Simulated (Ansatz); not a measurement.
Several occupations of a hcp lattice at one composition, 7 Au, 1 Nb, 5 Ta, 2 In, 1 Ir. Sites, in fractions of the cell 3.019 -5.230 0.000; 3.019 5.230 0.000; 0.000 0.000 9.662 Å:

| cell | sites |
| --- | --- |
| all | Au (0.67 0.33 0.38), Ta (0.33 0.17 0.12) |
| 1 | Au (0.33 0.17 0.62), Au (0.33 0.67 0.62), Au (0.67 0.83 0.88), Au (0.83 0.17 0.12), Au (0.83 0.67 0.12), Au (0.83 0.67 0.62), In (0.17 0.33 0.88), In (0.67 0.83 0.38), Ir (0.17 0.83 0.38), Nb (0.33 0.67 0.12), Ta (0.17 0.33 0.38), Ta (0.17 0.83 0.88), Ta (0.67 0.33 0.88), Ta (0.83 0.17 0.62) |
| 2 | Au (0.17 0.33 0.38), Au (0.17 0.33 0.88), Au (0.33 0.67 0.12), Au (0.67 0.33 0.88), Au (0.67 0.83 0.38), Au (0.83 0.67 0.12), In (0.33 0.17 0.62), In (0.67 0.83 0.88), Ir (0.33 0.67 0.62), Nb (0.83 0.67 0.62), Ta (0.17 0.83 0.38), Ta (0.17 0.83 0.88), Ta (0.83 0.17 0.12), Ta (0.83 0.17 0.62) |
| 3 | Au (0.17 0.33 0.88), Au (0.17 0.83 0.38), Au (0.33 0.17 0.62), Au (0.33 0.67 0.12), Au (0.67 0.33 0.88), Au (0.67 0.83 0.38), In (0.83 0.17 0.12), In (0.83 0.67 0.12), Ir (0.83 0.17 0.62), Nb (0.17 0.83 0.88), Ta (0.17 0.33 0.38), Ta (0.33 0.67 0.62), Ta (0.67 0.83 0.88), Ta (0.83 0.67 0.62) |

Each was relaxed without symmetry on coarser meshes and computed once more. Method: Ansatz 0.2.0, DFT PBE, scalar-relativistic, plane waves, PAW.

Plane waves to 420 eV, a k mesh through Γ of 7×7×4 on the computed 16-atom cell and Gaussian smearing (0.10 eV); no spin polarisation.

Warren–Cowley parameters of the first shell of the sublattice with most elements (negative: unlike neighbours preferred):
```csv
cell,Au-Ta,Au-In,Au-Ir,Au-Nb,In-Ta,Ir-Ta
1,-0.14,-0.05,-0.14,0.05,-0.20,0.20
2,-0.37,0.05,0.43,0.43,-0.07,-0.07
3,-0.14,-0.14,-0.14,-0.14,0.07,-0.60
```

Which occupation is lowest in energy, and by how much?

Cell 2.
| cell | E − E(lowest) (meV/atom) | V (Å³/atom) |
| --- | --- | --- |
| 2 | 0.0 | 18.16 |
| 3 | 9.0 | 18.16 |
| 1 | 48.6 | 18.23 |

The final mesh leaves forces up to 0.13 eV/Å and stresses up to 0.2 GPa: the relaxation ran on a coarser mesh, so the cell's shape, its bonds and its energy belong partly to that mesh.

Spin–orbit coupling is left out, which can shift energies with elements as heavy as these.

Cost: 6 runs of about 45 core-minutes in all (earlier runs that led there not counted), on Intel Xeon Platinum 8488C (Sapphire Rapids) (shared hosts).